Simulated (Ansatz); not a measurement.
The relaxed structure here is a generated cell of B6As: the first start was made by a random draw of sites in a space group, and the end was not matched to a known phase here, so it may be hypothetical.

One starting cell of B$_{6}$As (a randomly generated symmetric cell of B6As (space group No. 139)) was relaxed twice with Ansatz (plane waves, PAW, scalar-relativistic): with PBEsol at 420 eV and with PBE at 420 eV. The PBEsol result:

```
B6As
1.0
   -2.22974     2.22974     4.09421
    2.22974    -2.22974     4.09421
    2.22974     2.22974    -4.09421
As B
1 6
Direct
  0.50000   0.50000   0.00000
  0.50000   0.50000   0.50000
  0.00000   0.00000   0.50000
  0.50000   0.00000   0.00000
  0.00000   0.50000   0.00000
  0.75000   0.25000   0.50000
  0.25000   0.75000   0.50000
```

```json
[
 {"quantity": "space group", "PBEsol": "I4/mmm", "PBE": "I4/mmm"},
 {"quantity": "volume (Å³/atom)", "PBEsol": "11.63", "PBE": "…"},
 {"quantity": "a (Å)", "PBEsol": "4.459", "PBE": "…"},
 {"quantity": "c (Å)", "PBEsol": "8.188", "PBE": "…"},
 {"quantity": "gap (eV, no spin-orbit coupling)", "PBEsol": "0.00", "PBE": "…"}
]
```

Q: What does PBE give for the same quantities?

A: 
- volume (Å³/atom), PBE: 12.01
- a (Å), PBE: 4.466
- c (Å), PBE: 8.434
- gap (eV, no spin-orbit coupling), PBE: 0.00

Both levels end in the same structure; PBE's volume is 3.3 % larger. Neither column is exact.

No spin polarisation in the result. The relaxed primitive cell holds an odd number of electrons. A magnetic state may lie lower.

The run could not lose the symmetry of its start, so the end can be a saddle point.

All atoms sit on sites fixed by symmetry, so only the cell could relax.

Ansatz is a quantum-chemistry and plane-wave program.
